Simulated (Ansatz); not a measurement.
CoLi5Nb5O18Ti in space group P3 (No. 143; Pearson symbol hP30), r²SCAN (plane waves, PAW; program Ansatz). The conduction-band minimum lies on the K–H2 line, 21 % of the way from K, with 2 equivalent valleys. Second derivatives d²E/dk² of the lowest band at one valley (eV·Å²), along Cartesian directions:

```json
[
 {"direction": "[100]", "d²E/dk²": "2.213"},
 {"direction": "[010]", "d²E/dk²": "2.213"},
 {"direction": "[001]", "d²E/dk²": "0.7879"},
 {"direction": "[110]", "d²E/dk²": "2.213"},
 {"direction": "[101]", "d²E/dk²": "1.501"},
 {"direction": "[011]", "d²E/dk²": "1.501"}
]
```

Problem. Find the principal effective masses, the density-of-states mass and the conductivity mass.

Solution. Off-diagonal terms follow from H_xy = H[110] − (H_xx + H_yy)/2, and m*/mₑ = 7.620 eV·Å² over each eigenvalue: 3.4, 3.4, 9.7. One valley's DOS mass (m₁m₂m₃)^(1/3) = 4.9, conductivity mass 3/(Σ 1/mᵢ) = 4.4 mₑ.

Problem. What effective density of states Nc follows at 300 K for parabolic valleys?

Solution. Nc = 2.509e19 × 2 × (4.9)^(3/2) / 2 (one spin channel) ≈ 2.7e20 cm⁻³.

The start of the workflow was typed in or built on a structure type; neither database checked (COD, Materials Project) lists it. Its standing as an ambient phase is unchecked. The cell was relaxed with r²SCAN under the symmetry of its start; its stability against distortions is not shown here. The final state is ferromagnetic, the only order run, not a proven ground state. Other orbital occupations within this spin state were not tried. No Hubbard U is applied. Scalar-relativistic: spin–orbit coupling is off unless named, which matters more the heavier the elements.

Potentials: the later of the program's two PAW sets.

Edges and masses are those of Kohn–Sham bands, whose gap is no quasiparticle gap.
